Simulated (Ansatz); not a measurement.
## Sb, first-principles data

Sb:
```yaml
crystal:
  lattice:
    - [3.06063, 0.00000, 0.00000]
    - [0.00000, 3.06063, 0.00000]
    - [0.00000, 0.00000, 3.06063]
  atoms:
    - { symbol: Sb, position: [0.00000, 0.00000, 0.00000] }
```

Space group Pm-3m (No. 221), simple cubic; conventional cell a = 3.061 Å, b = 3.061 Å, c = 3.061 Å, α = 90.00°, β = 90.00°, γ = 90.00°.

Method: PBEsol in the plane-wave PAW code Ansatz. The cell and atoms are relaxed at this level. Other levels are named where they apply.

Cell and energy:

```
Property             Result
---------------  ----------
Volume per atom    28.67 Å³
Density          7.05 g/cm³
```

Electronic structure:

```
Item                                                                         Value
------------------------------------  --------------------------------------------
Electronic character                                             metallic (no gap)
Density of states at the Fermi level  0.49 states/eV per atom (mean over ±0.08 eV)
```

Mechanics:

```
Item                                                                           Value
--------------------------------------------  --------------------------------------
Bulk modulus (Birch–Murnaghan fit)                                          649 kbar
Pressure derivative B′                                                           4.7
Elastic constants (relaxed ions, GPa)              C11 = 147, C12 = 20.0, C44 = 11.3
Mechanical stability                          stable (all eigenvalues of C positive)
Hill bulk and shear moduli                                         62.4 and 24.6 GPa
Young's modulus                                                             65.1 GPa
Poisson's ratio                                                                 0.33
Debye temperature from the elastic constants                                   203 K
```

The workflow started from a Materials Project entry (that database holds measured and hypothetical structures alike); the Crystallography Open Database files this formula in space group No. 221, but the cells were not matched. It is not the phase usual at ambient conditions (space group No. 166). Symmetry was held in the PBEsol relaxation; whether a distortion lowers the energy is not shown. As this level gives no gap, shear constants depend on the k-mesh and smearing (Fermi–Dirac, 0.1 eV here). Scalar-relativistic: spin–orbit coupling is off unless named, which matters more the heavier the elements.

Potentials: the later of the program's two PAW sets.
